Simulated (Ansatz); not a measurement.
SnSe:
Space group Pnma (No. 62); a = 11.334 Å, b = 4.118 Å, c = 4.312 Å, α = β = γ = 90.00°

```json
[
 {"atom": "Se", "site": "4c", "symmetry": ".m.", "x": "0.3577", "y": "0.2500", "z": "0.0243"},
 {"atom": "Sn", "site": "4c", "symmetry": ".m.", "x": "0.1177", "y": "0.2500", "z": "0.0940"}
]
```

Relaxed with LDA.

Task: Which orbitals make up the states near the band edges in LDA in the plane-wave PAW code Ansatz?

Result: Top 1 eV of the valence band: Se 4p 60 %, Sn 5s 21 %, Sn 5p 17 %. Bottom 1 eV of the conduction band: Sn 5p 64 %, Se 4p 17 %, Sn 5s 8 %, Se 4s 8 %. Projections are on Löwdin-orthogonalised atomic valence shells; empty p or d shells of many metals are not among them.

Task: Tabulate the density of states.

Result: States/eV per cell of 8 atoms, in 0.25 eV bins, energy from the valence-band maximum.

```tsv
E (eV)	total	Se 4p	Sn 5p	Sn 5s
-7.90	3.80	1.11	0.18	2.37
-7.65	3.91	1.10	0.20	2.42
-7.40	4.19	1.16	0.22	2.59
-7.15	3.71	1.08	0.21	2.20
-6.90	5.67	1.66	0.35	3.30
-6.65	2.90	0.84	0.16	1.61
-6.40	1.42	0.40	0.07	0.75
-6.15	1.03	0.27	0.06	0.54
-5.90	0.82	0.19	0.06	0.42
-5.65	0.62	0.15	0.04	0.31
-5.40	0.56	0.21	0.14	0.15
-5.15	1.45	0.77	0.56	0.08
-4.90	2.76	1.53	1.03	0.14
-4.65	3.48	1.97	1.28	0.16
-4.40	3.55	2.06	1.27	0.14
-4.15	4.42	2.63	1.54	0.16
-3.90	4.75	2.90	1.59	0.15
-3.65	5.63	3.56	1.76	0.18
-3.40	5.15	3.28	1.55	0.20
-3.15	5.04	3.26	1.45	0.21
-2.90	5.58	3.71	1.49	0.24
-2.65	5.62	3.83	1.38	0.26
-2.40	6.00	4.20	1.33	0.31
-2.15	6.35	4.57	1.21	0.41
-1.90	6.82	5.14	1.10	0.44
-1.65	5.08	3.62	0.84	0.50
-1.40	5.21	3.17	1.07	0.82
-1.15	5.27	3.02	1.13	0.94
-0.90	5.75	3.31	1.10	1.16
-0.65	6.36	3.95	0.93	1.30
-0.40	1.27	0.74	0.19	0.29
-0.15	0.19	0.12	0.02	0.04
0.10	0.00	0.00	0.00	0.00
0.35	0.02	0.00	0.01	0.00
0.60	0.40	0.05	0.27	0.04
0.85	2.10	0.34	1.32	0.19
1.10	3.23	0.57	2.06	0.24
1.35	4.69	0.81	3.12	0.28
1.60	4.31	0.81	2.82	0.23
1.85	4.39	0.91	2.82	0.20
2.10	4.96	1.11	3.13	0.18
2.35	4.33	0.96	2.77	0.15
2.60	5.27	1.16	3.36	0.17
2.85	6.55	1.51	4.02	0.19
3.10	6.28	1.52	3.76	0.18
3.35	5.19	1.26	3.16	0.13
3.60	4.66	1.09	2.86	0.10
3.85	4.20	0.98	2.54	0.08
4.10	4.37	1.00	2.56	0.08
4.35	5.46	1.18	3.03	0.08
4.60	5.87	1.32	3.13	0.09
4.85	6.44	1.42	3.40	0.09
5.10	4.87	1.05	2.62	0.06
```

The cell was relaxed with LDA under the symmetry of its start; of distortions, only those at the zone centre were tested. A crystal of weakly bound layers computed without a dispersion correction: the cell and the soft elastic constants depend strongly on that. Spin–orbit coupling is left out wherever it is not named.

Potentials: the later of the program's two PAW sets.
